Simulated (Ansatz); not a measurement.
CoMo (rock salt, Fm-3m) under volume change, r²SCAN (plane waves, PAW; program Ansatz), scaled uniformly.

```tsv
V (Å³/atom)	E − E(relaxed) (meV/atom)	P (GPa)
12.742	94.5	26.13
13.162	39.6	15.98
13.582	9.4	7.34
14.002	0.0	-0.01
14.422	8.4	-6.25
14.842	31.9	-11.53
15.262	68.1	-15.97
```

Problem. What does a third-order Birch–Murnaghan fit give for V₀, B₀ and B′?

Solution. V₀ = 14.00 Å³/atom, B₀ = 225 GPa, B′ = 4.4.

The start of the workflow was typed in or built on a structure type; neither database checked (COD, Materials Project) lists it. Whether it is the stable phase at ambient conditions was not checked. The cell was relaxed with r²SCAN under the symmetry of its start; its stability against distortions is not shown here. Spin order of the final state: ferromagnetic, the only order run, not a proven ground state. Its formation energy is positive at this level, so the cell may be metastable or incomplete. Other orbital occupations within this spin state were not tried.

Potentials: the later of the program's two PAW sets.
